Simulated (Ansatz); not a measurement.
Single point in Ansatz 0.2.0 with r2SCAN, no spin polarisation. Cutoff 500 eV, PAW datasets, 7×7×7 Γ-centred k mesh, fermi-dirac filling (width 0.1 eV).

Computed maps in the lattice plane spanned by a (left to right, 4.60 Å, 14 points from zero) and b (bottom to top, 4.60 Å, 14 points from zero), 60° apart, at height 0.750 along c. The fields are smooth PAW ones with compensation charges, not the true ones near nuclei.

Valence density. Digits on a logarithmic scale: 0 up to 0.03 e/Å³, each further digit a factor of 1.6, 9 from 1.3 e/Å³ up:
```
58986433443323
58999753333333
58999974334444
67999985335677
98999986435799
99999975334799
99999975323699
99999997533479
99989999864357
67767999985335
44445899997433
33333589997533
44332357986433
56654335665434
```

Question: The cell is VCO$_{3}$. Which atoms lie within 0.2 Å of this plane, and where (fractions of a and b)?

Answer: C at (0.25, 0.50), O at (0.51, 0.24), O at (0.25, 0.76), O at (0.99, 0.50). The whole cell:
```
V C O
1.0
     2.29803    3.98030    0.00000
    -2.29803    3.98030    0.00000
    -2.29803    1.32677    5.07388
V C O
2 2 6
Cartesian
  0.0000 0.0000 0.0000
  0.0000 2.6535 2.5369
  -2.2980 3.9803 3.8054
  0.0000 5.3071 1.2685
  -1.1031 3.9803 3.8054
  -2.8955 5.0152 3.8054
  -0.5975 6.9257 3.8054
  -1.1950 5.3071 1.2685
  0.5975 4.2722 1.2685
  -1.7005 2.3616 1.2685
```

Origin: a known structure type with other elements, at an estimated volume, so it need not be a known compound. Caveats: no spin polarisation, so a magnetic state may lie lower; atoms or cell far from equilibrium.
